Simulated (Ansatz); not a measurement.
# What DFT gives for LaIBr

```
CELL_PARAMETERS angstrom
4.68452 0.00000 0.00000
0.00000 4.68452 0.00000
0.00000 0.00000 9.44269
ATOMIC_POSITIONS crystal
I 0.00000 0.00000 0.00000
I 0.50000 0.50000 0.00000
La 0.00000 0.50000 0.14400
La 0.50000 0.00000 0.85600
Br 0.00000 0.50000 0.65000
Br 0.50000 0.00000 0.35000
```

The numbers come from plane-wave PAW DFT (Ansatz): PBE, no spin polarisation, 420 eV, 7×7×4 Γ-centred k points, fermi-dirac occupations (width 0.0403 eV). Nothing was relaxed.

Give the Bader charges.

Bader charges in e: La +1.31, I -0.59, Br -0.73. In the mean La gives up most and Br takes most.

Metal or insulator?

It is a metal, with about 6.8 states/eV a cell as the mean within 0.25 eV of the Fermi level, mostly La d (68 %) and La f (15 %).

What does the stress say?

The pressure is 19.8 GPa (compression positive), so with the atoms held at these fractions the cell would first expand; the forces are large, so a full relaxation may end otherwise. The principal stresses 12.1, 23.6, 23.6 GPa differ, so its shape would change too.

Where is the largest force?

The largest is on La3 (and as large on other atoms): 8.27 eV/Å, components (0.00, 0.00, 8.27). It makes 120° with the line to a nearest neighbour, I1 at 2.71 Å.

What do density and ELF say about some of the short contacts?

I–La at 2.71 Å: least valence density 0.50 e/Å³ and ELF 0.36 there. Br–La at 3.84 Å: least valence density 0.06 e/Å³ and ELF 0.06 there. Br–I at 4.05 Å: least valence density 0.06 e/Å³ and ELF 0.07 there. Both are smooth PAW fields, read partly inside the augmentation spheres.

Origin: a known structure type with other elements, at an estimated volume, so it need not be a known compound. Caveats: many states at the Fermi level without spin polarisation, so a magnetic state may lie lower; atoms or cell far from equilibrium; f levels without a U or exact exchange are poorly placed.
